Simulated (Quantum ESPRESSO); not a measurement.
# GaGe7: a curve over one atom's position

A calculation, not a measurement. The program is pw.x of Quantum ESPRESSO 7.5 (plane-wave density functional theory). The cell is made up: 8 atoms on a zincblende/diamond lattice, with randomly drawn elements, strain and displacements, not relaxed. PseudoDojo standard norm-conserving files (v0.5 for PBE, v0.4.1 for LDA and PBEsol) set the functional; there is no spin polarisation, spin-orbit coupling or dispersion term, and the masses in the input are unused placeholders. A spin-polarised start on this cell or one of its family kept no moment.

Seven runs move atom 2 (Ge, counted in the order of the input) along x and keep all else fixed.

Input of the run at -0.0081:

```
&control calculation='scf', pseudo_dir='./dojo.nc.sr.pbe.v0_5.standard.upf', outdir='./o', disk_io='low', tprnfor=.true., tstress=.true. /
&system ibrav=0, nat=8, ntyp=2, nbnd=66, ecutwfc=79.96652505, nosym=.true., tot_charge=0,
 occupations='smearing', smearing='fd', degauss=0.0073498644
/
&electrons conv_thr=7.350e-09, electron_maxstep=60, /
ATOMIC_SPECIES
Ga 1.0 Ga.upf
Ge 1.0 Ge.upf
CELL_PARAMETERS angstrom
5.7608 -0.0413 -0.0024
-0.0413 5.683 0.0169
-0.0024 0.0169 5.6677
ATOMIC_POSITIONS angstrom
Ga -0.0114 -0.0192 -0.0148
Ge -0.0565 2.888 2.8434
Ge 2.8585 0.0131 2.8434
Ge 2.8707 2.8313 0.0164
Ge 1.4269 1.443 1.4218
Ge 1.4285 4.2569 4.2776
Ge 4.3077 1.3665 4.243
Ge 4.3106 4.2573 1.3893
K_POINTS automatic
6 6 6 1 1 1
```

```
shift of atom 2 along x (Å)  free energy less that of the input shown (eV)  Fx on atom 2 (eV/Å)  Fy on atom 2 (eV/Å)  Fz on atom 2 (eV/Å)  pressure (GPa)  iterations
                    -0.1130                                         0.0693                1.118               -0.209                0.023            2.45          10
                    -0.0397                                         0.0107                0.478               -0.226               -0.020            2.35          10
                    -0.0081                                         0.0000                0.200               -0.234               -0.039            2.33          10
                    +0.0236                                        -0.0019               -0.079               -0.243               -0.059            2.33          10
                    +0.0345                                        -0.0005               -0.174               -0.246               -0.065            2.33          10
                    +0.0462                                         0.0021               -0.278               -0.249               -0.073            2.34           9
                    +0.1006                                         0.0302               -0.756               -0.265               -0.109            2.39          10
```

A cubic fit gives dFx/dx = -8.80 eV/Å² at zero shift. Across the table the free energy follows the integral of the force to within 0.1 meV. A rerun of one of the cells at 1377 eV and a 8 x 8 x 8 mesh moved values by no more than 0.007 eV in energy, 0.07 GPa in stress and 0.008 eV/Å in force.